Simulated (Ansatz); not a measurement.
HfSiSe:
Space group P4/nmm, origin choice 1 (No. 129); a = 3.553 Å, b = 3.553 Å, c = 8.164 Å, α = 90.00°, β = 90.00°, γ = 90.00°

```tsv
atom	site	symmetry	x	y	z
Hf	2c	4mm	0.5000	0.0000	0.2567
Si	2a	-4m2	0.0000	0.0000	0.0000
Se	2c	4mm	0.0000	0.5000	0.3799
```

Relaxed at zero pressure with LDA in the plane-wave PAW code Ansatz.

Problem. The volume is raised by 6 % and shape and atoms relax at that volume. What pressure results, and how do the axes share the change?

Solution. -4.5 GPa; a -0.1 %, b -0.1 %, c 6.1 %; the energy rises by 19 meV/atom.

Problem. Give the new structure.

Solution. 
Space group P4/nmm, origin choice 1 (No. 129); a = 3.5505 Å, b = 3.5505 Å, c = 8.6653 Å, α = 90.00°, β = 90.00°, γ = 90.00°

```csv
atom,site,symmetry,x,y,z
Hf,2c,4mm,0.5000,0.0000,0.2445
Si,2a,-4m2,0.0000,0.0000,0.0000
Se,2c,4mm,0.0000,0.5000,0.3676
```

The phase is kept; no other phase was compared at this pressure.

The workflow started from a Materials Project entry (that database holds measured and hypothetical structures alike); the Crystallography Open Database files this formula in space group No. 129, but the cells were not matched. Whether it is the stable phase at ambient conditions was not checked. The LDA relaxation kept the symmetry of its start; of distortions, only those at the zone centre were tested. The run is not spin-polarised. Spin–orbit coupling is left out wherever it is not named.

Potentials: the later of the program's two PAW sets.
